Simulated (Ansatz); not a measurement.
With plane-wave PAW r²SCAN (Ansatz code), P in the cubic phase (I4_132; P on 8a) relaxes to a = 5.991 Å. P has 3 nearest neighbours from 2.12 Å (trigonal planar).

Electronic character: metallic (no gap).

The bulk modulus is 52.2 GPa. The relaxed-ion elastic constants in GPa are C11 = 53.3, C12 = 50.5, C44 = 17.2.

The start of the workflow was typed in or built on a structure type; neither database checked (COD, Materials Project) lists it. It is not the phase usual at ambient conditions (space group No. 64). The cell was relaxed with r²SCAN under the symmetry of its start; whether a distortion lowers the energy is not shown. The volume moved by 28 % from the start of the relaxation. As this level gives no gap, shear constants depend on the k-mesh and smearing (Fermi–Dirac, 0.1 eV here). On the denser mesh and wider smearing of the elastic run this cell carries a stress of 0.3 GPa.

Potentials: the later of the program's two PAW sets.
